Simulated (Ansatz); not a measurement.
CdSe (zinc blende)

```
CdSe
1.0
    0.00000     3.09822     3.09822
    3.09822     0.00000     3.09822
    3.09822     3.09822     0.00000
Se Cd
1 1
Direct
  0.75000   0.75000   0.75000
  0.00000   0.00000   0.00000
```

The slice is a {100} plane (indices of the conventional cell) through the point (0.000, 0.000, 0.000) (fractional), spanned by u = [100] and v = [0 1 -1] in vectors of this cell: u (4.38 Å) and v (4.38 Å, at 90° to u). It covers one period; positions are fractions (u, v).

Calculation: PBE (plane waves to 420 eV, PAW, scalar-relativistic; Ansatz, a program for electronic structure). k mesh 9×9×9. Near the nuclei the fields are pseudised (PAW); where an atom keeps semicore shells as valence, they peak there. CdSe was relaxed with its symmetry unable to fall. The PAW data are Ansatz's earlier set.

Three fields on this plane, each scaled to ten steps between its own extremes (0 low, 9 high; the total valence density on a logarithmic scale, the potential cut 8 eV below its top; x marks points blanked near nuclei; v = 0 in the bottom row):

Map A
```
|xxxxxxxx33346789998764333xxxxxxx|
|xxxxxxxx33345789998754333xxxxxxx|
|xxxxxxx4333456788876543334xxxxxx|
|xxxxxxx3333345677765433333xxxxxx|
|xxxxxx433233445666544332334xxxxx|
|xxxxx43322223344444332222334xxxx|
|xxx433322222223333322222223334xx|
|33333322221111222221111222233333|
|33333222211111111111111122223333|
|33333322111000000000001112233333|
|44443322110000000000000112233444|
|66554432110000000000000112344556|
|77765432110000000000000112345677|
|98876543210000000000000123456788|
|99987643210000000000000123467899|
|99987643210000000000000123467899|
|99987643210000000000000123467899|
|98876543210000000000000123456788|
|77765432110000000000000112345677|
|66554432110000000000000112344556|
|44443322110000000000000112233444|
|33333322111000000000001112233333|
|33333222211111111111111122223333|
|33333322221111222221111222233333|
|xxx433322222223333322222223334xx|
|xxxxx43322223344444332222334xxxx|
|xxxxxx433233445666544332334xxxxx|
|xxxxxxx3333345677765433333xxxxxx|
|xxxxxxx4333456788876543334xxxxxx|
|xxxxxxxx33345789998754333xxxxxxx|
|xxxxxxxx33346789998764333xxxxxxx|
|xxxxxxxx33346799999764333xxxxxxx|
```

Map B
```
|xxxxxxxx02567788888776520xxxxxxx|
|xxxxxxxx03567788888776530xxxxxxx|
|xxxxxxx0035778888888775300xxxxxx|
|xxxxxxx0246778888888776420xxxxxx|
|xxxxxx013567888888888765310xxxxx|
|xxxxx00356788899999888765300xxxx|
|xxx001346778899999998877643100xx|
|00002356778899999999988776532000|
|22334567788999999999998877654332|
|45556677889999999999999887766555|
|66667788899999999999999988877666|
|77777888999999999999999998887777|
|77788889999999999999999999888877|
|88888899999999999999999999988888|
|88888899999999999999999999988888|
|88888899999999999999999999988888|
|88888899999999999999999999988888|
|88888899999999999999999999988888|
|77788889999999999999999999888877|
|77777888999999999999999998887777|
|66667788899999999999999988877666|
|45556677889999999999999887766555|
|22334567788999999999998877654332|
|00002356778899999999988776532000|
|xxx001346778899999998877643100xx|
|xxxxx00356788899999888765300xxxx|
|xxxxxx013567888888888765310xxxxx|
|xxxxxxx0246778888888776420xxxxxx|
|xxxxxxx0035778888888775300xxxxxx|
|xxxxxxxx03567788888776530xxxxxxx|
|xxxxxxxx02567788888776520xxxxxxx|
|xxxxxxxx02467788888776420xxxxxxx|
```

Map C
```
|xxxxxxxx86432111111123468xxxxxxx|
|xxxxxxxx86432111111123468xxxxxxx|
|xxxxxxx9864321111111234689xxxxxx|
|xxxxxxx9754321111111234579xxxxxx|
|xxxxxx986532211111112235689xxxxx|
|xxxxx99764322111111122346799xxxx|
|xxx998765322111111111223567899xx|
|88887665432111110111112345667888|
|66665543321111000001111233455666|
|44444332211100000000011122334444|
|33333222111000000000001112223333|
|22222221110000000000000111222222|
|11111111110000000000000111111111|
|11111111100000000000000011111111|
|11111111100000000000000011111111|
|11111111000000000000000001111111|
|11111111100000000000000011111111|
|11111111100000000000000011111111|
|11111111110000000000000111111111|
|22222221110000000000000111222222|
|33333222111000000000001112223333|
|44444332211100000000011122334444|
|66665543321111000001111233455666|
|88887665432111110111112345667888|
|xxx998765322111111111223567899xx|
|xxxxx99764322111111122346799xxxx|
|xxxxxx986532211111112235689xxxxx|
|xxxxxxx9754321111111234579xxxxxx|
|xxxxxxx9864321111111234689xxxxxx|
|xxxxxxxx86432111111123468xxxxxxx|
|xxxxxxxx86432111111123468xxxxxxx|
|xxxxxxxx86432111111123468xxxxxxx|
```

Assign the maps to these fields: density of the lowest conduction band (whole band as if filled, smooth part); electron localisation function (ELF); electrostatic potential energy of an electron, from the cell's mean.

A is the electron localisation function (ELF); B is the electrostatic potential energy of an electron, from the cell's mean; C is the density of the lowest conduction band (whole band as if filled, smooth part).
